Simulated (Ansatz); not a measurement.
Cu Kα1 powder pattern (kinematic, no thermal factors).
```json
{"2θ (°)": "15.09", "relative intensity": "100", "assignment": "1 1 1"}
{"2θ (°)": "17.44", "relative intensity": "55", "assignment": "2 0 0"}
{"2θ (°)": "24.76", "relative intensity": "49", "assignment": "2 2 0"}
{"2θ (°)": "29.12", "relative intensity": "65", "assignment": "3 1 1"}
{"2θ (°)": "30.45", "relative intensity": "86", "assignment": "2 2 2"}
{"2θ (°)": "35.30", "relative intensity": "43", "assignment": "4 0 0"}
{"2θ (°)": "38.59", "relative intensity": "32", "assignment": "3 3 1"}
{"2θ (°)": "39.63", "relative intensity": "30", "assignment": "4 2 0"}
{"2θ (°)": "43.59", "relative intensity": "23", "assignment": "4 2 2"}
{"2θ (°)": "46.39", "relative intensity": "26", "assignment": "5 1 1"}
{"2θ (°)": "50.78", "relative intensity": "30", "assignment": "4 4 0"}
{"2θ (°)": "53.28", "relative intensity": "26", "assignment": "5 3 1"}
{"2θ (°)": "54.10", "relative intensity": "16", "assignment": "6 0 0"}
{"2θ (°)": "57.29", "relative intensity": "11", "assignment": "6 2 0"}
{"2θ (°)": "59.61", "relative intensity": "9", "assignment": "5 3 3"}
{"2θ (°)": "60.37", "relative intensity": "35", "assignment": "6 2 2"}
{"2θ (°)": "63.35", "relative intensity": "10", "assignment": "4 4 4"}
{"2θ (°)": "65.54", "relative intensity": "14", "assignment": "7 1 1"}
{"2θ (°)": "66.27", "relative intensity": "7", "assignment": "6 4 0"}
{"2θ (°)": "69.11", "relative intensity": "12", "assignment": "6 4 2"}
{"2θ (°)": "71.21", "relative intensity": "17", "assignment": "7 3 1"}
{"2θ (°)": "74.66", "relative intensity": "5", "assignment": "8 0 0"}
{"2θ (°)": "76.69", "relative intensity": "5", "assignment": "7 3 3"}
{"2θ (°)": "77.37", "relative intensity": "9", "assignment": "8 2 0"}
{"2θ (°)": "80.06", "relative intensity": "6", "assignment": "8 2 2"}
{"2θ (°)": "82.05", "relative intensity": "10", "assignment": "7 5 1"}
{"2θ (°)": "82.72", "relative intensity": "14", "assignment": "6 6 2"}
{"2θ (°)": "85.37", "relative intensity": "13", "assignment": "8 4 0"}
{"2θ (°)": "87.35", "relative intensity": "11", "assignment": "9 1 1"}
{"2θ (°)": "88.00", "relative intensity": "7", "assignment": "8 4 2"}
```

The pattern is computed from a structure relaxed with DFT PBE, scalar-relativistic, plane waves, PAW (Ansatz). No spin polarisation. Its elements are Bi, Na.

Question: Give the structure.

Answer: Na₇Bi.
Space group Fm-3m (No. 225). a = 10.163 Å, b = 10.163 Å, c = 10.163 Å, α = 90.00°, β = 90.00°, γ = 90.00°
```tsv
atom	site	symmetry	x	y	z
Na	24d	m.mm	0.0000	0.7500	0.7500
Na	4b	m-3m	0.5000	0.0000	0.0000
Bi	4a	m-3m	0.0000	0.0000	0.0000
```

A pattern alone doesn't exclude other cells with like lines; this is the one computed.

The cell was found from a structure generator's guess, not taken from experiment.
